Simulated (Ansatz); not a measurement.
Relaxed-ion elastic tensor of AlN (CsCl type, Pm-3m) in GPa (Voigt order), r²SCAN in the plane-wave PAW code Ansatz; density 3.94 g/cm³, 8.64 Å³ per atom.

```
       1      2      3     4     5     6
-  -----  -----  -----  ----  ----  ----
1    738  -45.8  -45.8   0.0   0.0   0.0
2  -45.8    738  -45.8   0.0   0.0   0.0
3  -45.8  -45.8    738   0.0   0.0   0.0
4    0.0    0.0    0.0  -162   0.0   0.0
5    0.0    0.0    0.0   0.0  -162   0.0
6    0.0    0.0    0.0   0.0   0.0  -162
```

Question: Is the crystal mechanically stable?

Answer: No: the smallest eigenvalue of C is -162 GPa.

A made-up cell: these elements were put on the sites of a structure type; neither database checked (COD, Materials Project) lists it. It is not the phase usual at ambient conditions (space group No. 186, 216). Symmetry was held in the r²SCAN relaxation. At this level the phase is mechanically unstable. As this level gives no gap, shear constants depend on the k-mesh and smearing (Fermi–Dirac, 0.1 eV here).

Potentials: the later of the program's two PAW sets.
